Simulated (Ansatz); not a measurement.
TaSi (rock salt, Fm-3m) at seven volumes, r²SCAN in the plane-wave PAW code Ansatz, scaled uniformly. One row is withheld.

```tsv
V (Å³/atom)	P (GPa)
15.341	19.32
15.847	11.92
16.353	5.52
16.859	0.01
17.364	-4.73
17.870	?
18.376	-12.32
```

Q: Fit the shown pressures and predict the withheld one.

A: P = (3/2)B₀(x^(7/2) − x^(5/2))[1 + (3/4)(B′ − 4)(x − 1)] with x = (V₀/V)^(2/3). Least squares on the six rows gives V₀ = 16.861 Å³/atom, B₀ = 170 GPa, B′ = 3.95. At V = 17.870, x = 0.9620 and P = -8.81 GPa. The run itself gave -8.82 GPa.

A made-up cell: these elements were put on the sites of a structure type; neither database checked (COD, Materials Project) lists it. Its standing as an ambient phase is unchecked. Symmetry was held in the r²SCAN relaxation; whether a distortion lowers the energy is not shown. No spin polarisation was allowed. Scalar-relativistic: spin–orbit coupling is off unless named, which matters more the heavier the elements.

Potentials: the later of the program's two PAW sets.
